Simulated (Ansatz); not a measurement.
## How much do the gradients of TiSi2 depend on the method?

Cell: a COD entry whose atoms were relaxed with PBE, the cell held.

Space group Fddd:1 (No. 70); a = 4.7730, b = 8.2360, c = 8.5230 Å.

```csv
site,Wyckoff,site symmetry,x,y,z
Ti,8b,222,0.7500,0.7500,0.7500
Si,16f,.2.,0.2500,0.0869,0.2500
```

One atom of each set is listed; the run and its k-mesh use a cell of 6 atoms with edges of 5.93, 4.88, 4.76 Å.

First run. The numbers come from a DFT calculation in Ansatz (PBE, plane waves and PAW, scalar-relativistic, 420 eV cutoff, Γ-centred 13×13×13 k-points, Fermi–Dirac smearing 0.05 eV).

```json
{"site": "Ti", "V_zz (10²¹ V/m²)": "1.43", "η": "0.16"}
{"site": "Si", "V_zz (10²¹ V/m²)": "-3.33", "η": "0.15"}
```

Second run. The same atoms and settings, except that the functional is PBEsol.

Task: Given the first result, estimate the second.

Result: 

| site | V_zz | η | change of V_zz |
| --- | --- | --- | --- |
| Ti | 1.37 | 0.14 | -0.06 |
| Si | -3.30 | 0.14 | +0.03 |

The largest change of V_zz is on Ti, from 1.43 to 1.37. In per cent, |V_zz| changes by -1 on Si (all sites that start above 2).

With no gap above 0.1 eV, as in a metal, the gradients converge slowly in k; expect changes of a tenth or more on a denser mesh.
